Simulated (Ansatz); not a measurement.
Steps from a short run of molecular dynamics on a 2×2×1 supercell (16 atoms) of MgCdS2 (ordering on rocksalt), relaxed with r2SCAN; forces from r2SCAN in the PAW code Ansatz, 2×2×2 mesh, Fermi-Dirac smearing of 0.020 eV, a Nosé-Hoover thermostat at fixed volume, set at 100 K. Computed, non-magnetic; the trajectory is short and the cell small, so nothing here is a converged average. The structure comes from a prototype and may be hypothetical.

Cell vectors in Å:
```
7.5660 0.0000 0.0000
0.0000 7.5660 0.0000
0.0000 0.0000 5.3524
```

Question: At 8 fs the positions in Å are
```
Mg   0.010   0.004  -0.004
S    0.004   0.001   2.685
Cd   1.903   1.893   2.675
S    1.918   1.886  -0.001
Mg  -0.044   3.780  -0.022
S    0.003   3.778   2.666
Cd   1.897   5.680   2.677
S    1.893   5.670   0.005
Mg   3.778   0.018   0.019
S    3.774  -0.002   2.702
Cd   5.668   1.896   2.665
S    5.684   1.871   0.009
Mg   3.770   3.763  -0.005
S    3.772   3.766   2.673
Cd   5.667   5.678   2.681
S    5.675   5.677  -0.004
```
What are the forces, and how far does the free energy (smearing included) lie above that of step 0, with the atoms on their sites?

Answer: 0.8 meV an atom; forces in eV/Å:
```
Mg   0.014  -0.052   0.016
S   -0.030   0.021  -0.032
Cd  -0.110  -0.019  -0.005
S   -0.121   0.017   0.015
Mg   0.126   0.037   0.045
S   -0.056   0.029   0.037
Cd  -0.053  -0.035   0.007
S   -0.015  -0.016  -0.011
Mg  -0.006  -0.100  -0.023
S    0.100  -0.027  -0.079
Cd   0.048  -0.035   0.063
S   -0.008   0.072  -0.078
Mg   0.011   0.082   0.010
S    0.109   0.090   0.015
Cd   0.028  -0.015  -0.039
S   -0.038  -0.051   0.060
```

Question: At 16 fs the positions in Å are
```
Mg   0.021   0.007  -0.008
S    0.007   0.002   2.693
Cd   1.914   1.894   2.674
S    1.943   1.881  -0.001
Mg  -0.084   3.777  -0.043
S    0.005   3.774   2.656
Cd   1.902   5.686   2.678
S    1.894   5.664   0.010
Mg   3.773   0.033   0.038
S    3.767  -0.005   2.726
Cd   5.663   1.900   2.655
S    5.694   1.852   0.016
Mg   3.757   3.746  -0.011
S    3.764   3.751   2.670
Cd   5.661   5.682   2.686
S    5.676   5.678  -0.008
```
What are the forces, and how far does the free energy (smearing included) lie above that of step 0, with the atoms on their sites?

Answer: 3.0 meV an atom; forces in eV/Å:
```
Mg   0.022  -0.096   0.031
S   -0.049   0.036  -0.062
Cd  -0.218  -0.041  -0.008
S   -0.234   0.021   0.029
Mg   0.230   0.072   0.086
S   -0.098   0.057   0.072
Cd  -0.105  -0.070   0.013
S   -0.027  -0.023  -0.022
Mg   0.001  -0.195  -0.046
S    0.183  -0.047  -0.152
Cd   0.094  -0.068   0.122
S   -0.019   0.132  -0.146
Mg   0.030   0.161   0.019
S    0.200   0.176   0.029
Cd   0.060  -0.025  -0.073
S   -0.071  -0.089   0.110
```

Question: At 24 fs the positions in Å are
```
Mg   0.032   0.007  -0.012
S    0.009   0.004   2.700
Cd   1.923   1.895   2.673
S    1.963   1.876  -0.001
Mg  -0.119   3.777  -0.061
S    0.005   3.771   2.648
Cd   1.907   5.691   2.679
S    1.895   5.659   0.014
Mg   3.767   0.044   0.055
S    3.763  -0.009   2.748
Cd   5.657   1.903   2.645
S    5.703   1.836   0.020
Mg   3.745   3.732  -0.015
S    3.759   3.740   2.668
Cd   5.654   5.685   2.690
S    5.675   5.678  -0.009
```
What are the forces, and how far does the free energy (smearing included) lie above that of step 0, with the atoms on their sites?

Answer: 5.8 meV an atom; forces in eV/Å:
```
Mg   0.017  -0.124   0.043
S   -0.052   0.042  -0.087
Cd  -0.313  -0.060  -0.008
S   -0.327   0.016   0.040
Mg   0.307   0.093   0.121
S   -0.116   0.082   0.102
Cd  -0.153  -0.104   0.017
S   -0.035  -0.024  -0.033
Mg   0.023  -0.269  -0.067
S    0.234  -0.055  -0.215
Cd   0.137  -0.096   0.170
S   -0.036   0.175  -0.196
Mg   0.059   0.223   0.027
S    0.253   0.244   0.040
Cd   0.097  -0.035  -0.098
S   -0.095  -0.110   0.144
```

Question: At 28 fs the positions in Å are
```
Mg   0.038   0.007  -0.013
S    0.009   0.006   2.703
Cd   1.927   1.896   2.673
S    1.971   1.874  -0.001
Mg  -0.134   3.778  -0.069
S    0.004   3.770   2.645
Cd   1.909   5.693   2.680
S    1.895   5.656   0.016
Mg   3.765   0.047   0.063
S    3.763  -0.012   2.757
Cd   5.655   1.905   2.641
S    5.708   1.829   0.021
Mg   3.740   3.727  -0.017
S    3.758   3.735   2.667
Cd   5.651   5.687   2.692
S    5.673   5.677  -0.009
```
What are the forces, and how far does the free energy (smearing included) lie above that of step 0, with the atoms on their sites?

Answer: 7.0 meV an atom; forces in eV/Å:
```
Mg   0.009  -0.129   0.048
S   -0.046   0.041  -0.097
Cd  -0.351  -0.066  -0.007
S   -0.360   0.011   0.044
Mg   0.334   0.096   0.136
S   -0.115   0.093   0.115
Cd  -0.174  -0.119   0.019
S   -0.038  -0.021  -0.038
Mg   0.038  -0.294  -0.078
S    0.243  -0.053  -0.241
Cd   0.157  -0.108   0.188
S   -0.046   0.189  -0.211
Mg   0.076   0.244   0.031
S    0.261   0.268   0.045
Cd   0.117  -0.039  -0.107
S   -0.103  -0.114   0.153
```

Question: At 40 fs the positions in Å are
```
Mg   0.056  -0.001  -0.015
S    0.010   0.011   2.709
Cd   1.937   1.897   2.671
S    1.984   1.867   0.002
Mg  -0.165   3.783  -0.089
S   -0.002   3.769   2.638
Cd   1.913   5.699   2.682
S    1.894   5.646   0.020
Mg   3.760   0.044   0.084
S    3.770  -0.020   2.778
Cd   5.649   1.909   2.628
S    5.720   1.813   0.018
Mg   3.727   3.722  -0.023
S    3.764   3.731   2.666
Cd   5.643   5.691   2.698
S    5.666   5.671  -0.003
```
What are the forces, and how far does the free energy (smearing included) lie above that of step 0, with the atoms on their sites?

Answer: 9.5 meV an atom; forces in eV/Å:
```
Mg  -0.040  -0.106   0.056
S   -0.006   0.020  -0.115
Cd  -0.417  -0.064   0.005
S   -0.390  -0.003   0.044
Mg   0.378   0.068   0.172
S   -0.072   0.121   0.142
Cd  -0.227  -0.154   0.022
S   -0.046  -0.007  -0.052
Mg   0.084  -0.302  -0.110
S    0.202  -0.023  -0.294
Cd   0.209  -0.133   0.215
S   -0.081   0.204  -0.213
Mg   0.124   0.253   0.040
S    0.204   0.282   0.054
Cd   0.190  -0.056  -0.112
S   -0.110  -0.099   0.146
```

Question: At 52 fs the positions in Å are
```
Mg   0.071  -0.015  -0.013
S    0.011   0.017   2.710
Cd   1.942   1.897   2.669
S    1.980   1.860   0.006
Mg  -0.175   3.792  -0.098
S   -0.011   3.774   2.638
Cd   1.915   5.703   2.684
S    1.891   5.636   0.023
Mg   3.759   0.024   0.100
S    3.785  -0.029   2.786
Cd   5.646   1.911   2.619
S    5.728   1.806   0.005
Mg   3.720   3.732  -0.026
S    3.778   3.738   2.667
Cd   5.637   5.696   2.701
S    5.655   5.661   0.009
```
What are the forces, and how far does the free energy (smearing included) lie above that of step 0, with the atoms on their sites?

Answer: 9.5 meV an atom; forces in eV/Å:
```
Mg  -0.108  -0.032   0.054
S    0.051  -0.020  -0.114
Cd  -0.408  -0.029   0.028
S   -0.306  -0.007   0.026
Mg   0.368  -0.005   0.192
S    0.008   0.131   0.147
Cd  -0.254  -0.172   0.020
S   -0.054   0.012  -0.063
Mg   0.110  -0.210  -0.139
S    0.078   0.038  -0.305
Cd   0.243  -0.139   0.201
S   -0.117   0.186  -0.149
Mg   0.152   0.171   0.047
S    0.047   0.207   0.053
Cd   0.275  -0.077  -0.089
S   -0.085  -0.055   0.091
```
